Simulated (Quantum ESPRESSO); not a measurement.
# Mo3TaClSe7: convergence and cost over cutoff and k mesh

Computed values, not a measurement. The program is pw.x of Quantum ESPRESSO 7.5 (plane-wave density functional theory). The cell is made up: 12 atoms on a layered 2H lattice, with randomly drawn elements, strain and displacements, not relaxed. PseudoDojo standard norm-conserving files (v0.5 for PBE, v0.4.1 for LDA and PBEsol) set the functional; there is no spin polarisation, spin-orbit coupling or dispersion term, and the masses in the input are unused placeholders.

Input of the run in row 2:

```
&control calculation='scf', pseudo_dir='./dojo.nc.sr.pbe.v0_5.standard.upf', outdir='./o', disk_io='low', tprnfor=.true., tstress=.true. /
&system ibrav=0, nat=12, ntyp=4, nbnd=93, ecutwfc=85.99341389, nosym=.true., tot_charge=0,
 occupations='smearing', smearing='fd', degauss=0.0018374661
/
&electrons conv_thr=7.350e-09, electron_maxstep=60, /
ATOMIC_SPECIES
Cl 1.0 Cl.upf
Mo 1.0 Mo.upf
Se 1.0 Se.upf
Ta 1.0 Ta.upf
CELL_PARAMETERS angstrom
3.3457 0.0167 0.0357
0.029 5.8749 -0.0483
0.1431 -0.1118 13.2411
ATOMIC_POSITIONS angstrom
Mo 0.0631 1.8603 3.1772
Mo 1.7319 1.0082 9.8281
Mo 1.8548 4.7913 3.3647
Ta 0.1252 3.8785 9.875
Cl 0.2193 2.1072 8.3173
Se 0.0414 1.852 11.6297
Se 1.5387 0.9784 1.7454
Se 1.8338 0.9416 4.8288
Se 1.8638 4.8118 8.1477
Se 1.8044 4.6879 11.6242
Se 0.1108 3.9223 1.581
Se 0.0734 3.7956 4.8013
K_POINTS automatic
6 4 2 1 1 1
```

The same cell was run at these settings. Meshes are shifted by half a step, and differences are from the last row, which is itself not exact.

| cutoff (eV) | k mesh | k points solved | threshold (eV) | free energy less the last row's (eV) | pressure (GPa) | largest stress difference (GPa) | largest force difference (eV/Å) | iterations | wall time (s) | k-point pools | processor |
| --- | --- | --- | --- | --- | --- | --- | --- | --- | --- | --- | --- |
| 819 | 2 x 2 x 2 | 4 | 1e-04 | 8.189 | -55.95 | 59.54 | 0.562 | 17 | 299 | 1 | AMD EPYC, Zen 5 class |
| 1170 | 6 x 4 x 2 | 24 | 1e-07 | 0.003 | 3.12 | 0.01 | 0.008 | 19 | 518 | 4 | Intel Xeon, 2023 or later |
| 1467 | 8 x 6 x 4 | 96 | 1e-07 | 0.000 | 3.13 | 0.00 | 0.000 | 20 | 2801 | 4 | Intel Xeon, 2023 or later |

Each pool is one process. Wall times include start-up and a band step at six k points, which weighs most on the coarsest meshes. The runs were on shared virtual cores whose load varied, so times are rough.